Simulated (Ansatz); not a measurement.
**NiRu: which magnetic state is lowest?**

Method: DFT r2SCAN, scalar-relativistic, plane waves, PAW (Ansatz 0.2.0).

```
CELL_PARAMETERS angstrom
2.59679 0.00000 0.00000
0.00000 2.59679 0.00000
0.00000 0.00000 3.67651
ATOMIC_POSITIONS crystal
Ni 0.00000 0.00000 0.00000
Ru 0.50000 0.50000 0.50000
```

* plane-wave cutoff: 500 eV
* Γ-centred k-mesh: 16×16×12
* occupation rule: Gaussian smearing, 0.1 eV
* list of starting moments (μB, in atom order): 2.5 0
* check for lower electronic states after the SCF: off

All runs keep this geometry, which isn't relaxed for the lowest state (largest force there 0.000 eV/Å, pressure -7.4 GPa) and needn't be a stable compound; relaxing each order can shift differences of a few meV. Site moments are spin moments in atom-centred spheres that scale with the neighbour distance. The states are those that the runs reached from these starts; a lower one can exist. No antiferromagnetic start is among these.

Q: Starts tried: no spin; large parallel starting moments. Which state comes out lowest, and what are the moments?

A: All starts lose their moments; the cell is non-magnetic at this level.

```json
{"start": "no spin", "ends": "non-magnetic", "energy above lowest (meV/atom)": "0.00", "site moments (μB)": "none over 0.05", "gap on mesh (eV)": "metal", "P (GPa)": "-7.4"}
{"start": "large parallel starting moments", "ends": "non-magnetic", "energy above lowest (meV/atom)": "0.00", "site moments (μB)": "none over 0.05", "gap on mesh (eV)": "metal", "P (GPa)": "-7.4"}
```

Cost: 2 runs of about 1.3 core-minutes in all, on Intel Xeon 6975P-C (Granite Rapids) (shared hosts).